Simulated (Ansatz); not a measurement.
Cu Kα1 powder pattern (kinematic, no thermal factors).
2θ (°) (relative intensity): 13.16 (25), 24.02 (11), 26.49 (17), 27.48 (100), 34.23 (56), 36.06 (7), 36.82 (10), 40.20 (1), 43.80 (19), 47.38 (37), 49.19 (19), 51.15 (4), 53.80 (2), 54.55 (6), 55.46 (3), 56.73 (10), 57.27 (27), 60.44 (3), 62.48 (3), 65.33 (1), 66.00 (13), 70.69 (21), 72.11 (6), 73.68 (1), 75.10 (5), 76.49 (8), 78.33 (4), 78.79 (6), 80.18 (1), 81.55 (3), 82.30 (8), 83.81 (2), 86.85 (1), 88.34 (7)

The pattern is computed from a structure relaxed with DFT PBE, scalar-relativistic, plane waves, PAW in Ansatz 0.2.0. Collinear spin, ending at 1.4 μB a primitive cell. Its elements are Br, F, W.

Problem. Give the structure.

Solution. WBrF4.
Space group P4/mmm (No. 123). a = 3.702 Å, b = 3.702 Å, c = 6.724 Å, α = 90.00°, β = 90.00°, γ = 90.00°
```
atom  site  symmetry       x       y       z
   W    1d     4/mmm  0.5000  0.5000  0.5000
  Br    1a     4/mmm  0.0000  0.0000  0.0000
   F    2g       4mm  0.0000  0.0000  0.6942
   F    2h       4mm  0.5000  0.5000  0.2302
```

A pattern alone doesn't exclude other cells with like lines; this is the one computed.

Another cell of WBrF4 relaxed alike, in Cmmm, lies 0.84 eV/atom lower, so this cell isn't the stable form at this level.

The cell was found from a structure generator's guess, not taken from experiment. No dispersion correction is applied, so the spacing between layers, chains or molecules is poorly fixed.
